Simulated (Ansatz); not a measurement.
Bi2Se3:
```cif
data_Bi6Se9
_chemical_formula_sum 'Bi6 Se9'
_space_group_name_H-M_alt 'R-3m :H'
_space_group_IT_number 166
_space_group_name_Hall '-R 3 2"'
_cell_length_a 4.14420
_cell_length_b 4.14420
_cell_length_c 28.43264
_cell_angle_alpha 90.000
_cell_angle_beta 90.000
_cell_angle_gamma 120.000
loop_
_atom_site_label
_atom_site_type_symbol
_atom_site_symmetry_multiplicity
_atom_site_Wyckoff_symbol
_atom_site_fract_x
_atom_site_fract_y
_atom_site_fract_z
_atom_site_occupancy
Bi1 Bi 6 c 0.00000 0.00000 0.40091 1
Se1 Se 3 a 0.00000 0.00000 0.00000 1
Se2 Se 6 c 0.00000 0.00000 0.21044 1
```
(The calculation used a cell of 5 atoms; values per cell refer to that cell.)

Relaxed with PBE+D3(BJ). 

Question: HSE06 on this cell (Ansatz, a quantum-chemistry and plane-wave program, PAW) gives a gap of 0.57 eV. What does PBE+D3(BJ) give?

Answer: 0.16 eV.

Cost on shared cores: the PBE+D3(BJ) run (SCF on a 8×8×8 mesh, then bands and DOS) roughly 100 core-seconds, the HSE06 run (SCF on 5×5×5, then a few points) very roughly 14 core-minutes; the tasks are unlike.

The PBE+D3(BJ) relaxation kept the symmetry of its start; of distortions, only those at the zone centre were tested. Spin–orbit coupling is left out wherever it is not named.

Potentials: the later of the program's two PAW sets.

Ansatz is a plane-wave DFT program.
